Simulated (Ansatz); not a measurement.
A generated cell, not matched to a known phase here, of NaGeF$_{3}$: Pm-3m (No. 221), cP5, cubic perovskite type; a = b = c = 4.3485 Å, α = β = γ = 90.00°; Na 1a (0.000, 0.000, 0.000); Ge 1b (0.500, 0.500, 0.500); F 3c (0.000, 0.500, 0.500). These are r2SCAN (plane waves to 500 eV, PAW, scalar-relativistic; Ansatz, a quantum-chemistry and plane-wave program) values and carry that method's errors. Element references, the lowest calculated here: Ge (Fd-3m), Na (P6₃/mmc, not the ambient form), F (R-3m, a generated molecular cell); gases are represented by their molecular solids.

Total energies (eV/atom, σ → 0; comparable only within this code, potentials and settings):

| phase | E (eV/atom) |
|---|---|
| NaGeF3 (Pm-3m) | -1644.618 |
| Ge (Fd-3m) | -4302.906 |
| Na (P6₃/mmc) | -1488.615 |
| F (R-3m) | -806.898 |
| NaF (Fm-3m) | -1150.686 |

Task: What is the formation energy of this Pm-3m form of NaGeF3 from the elements?

Result: E_f = -1644.618 − [1 × (-1488.615) + 1 × (-4302.906) + 3 × (-806.898)] / 5 = -2.18 eV/atom (-10.9 eV per formula unit).

A lower structure of this composition may exist.

Static energies, no anion corrections, no zero-point energy. Values are rounded to 0.01 eV/atom. Not shown to be the ambient phase of their composition (a lower form may be missing, and a cell relaxed within its start's symmetry can be a saddle point): NaGeF3 (Pm-3m). The compounds carry no spin polarisation.
